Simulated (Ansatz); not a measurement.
This cell of TiCo (CsCl type) is off equilibrium:

```xyz
2
Lattice="2.9858 0.0000 0.0000 0.0000 2.9858 0.0000 0.0000 0.0000 2.9858" Properties=species:S:1:pos:R:3 pbc="T T T"
Ti     0.0000     0.0000     0.0000
Co     1.3127     1.3127     1.3127
```

Calculation: PBE (plane waves to 420 eV, PAW, scalar-relativistic; Ansatz, a quantum-chemistry and plane-wave program). k mesh 13×13×13 (Γ-centred), Fermi-Dirac smearing 0.05 eV. E stands for the smeared free energy. Compression counts positive. The magnetic moment jumps within the scan, so the points may not all belong to one state, and nothing is fitted. With partly filled bands, energies and forces of such displacements shift with the k mesh and the smearing. Relaxed TiCo ends ferromagnetic. TiCo was relaxed with its symmetry unable to fall. Other magnetic orders were not checked, so this need not be the ground state.

Question: Predict the force on every atom, in eV/Å.

Answer: 
| atom | Fx | Fy | Fz |
|---|---|---|---|
| Ti1 | -0.857 | -0.857 | -0.857 |
| Co2 | 0.857 | 0.857 | 0.857 |

Question: Give the stress tensor in GPa and the pressure.

Answer: 
```
    4.4      1.4      1.4
    1.4      4.4      1.4
    1.4      1.4      4.4
```
The pressure, a third of the trace, is 4.4 GPa.

Question: In it atom 2 sits (-0.180, -0.180, -0.180) Å away from its relaxed site. What is its energy relative to the relaxed cell?

Answer: 239 meV/cell.

(A displaced cell: forces are minus the slopes of the energy, force constants its curvatures, and phonons follow from these.)
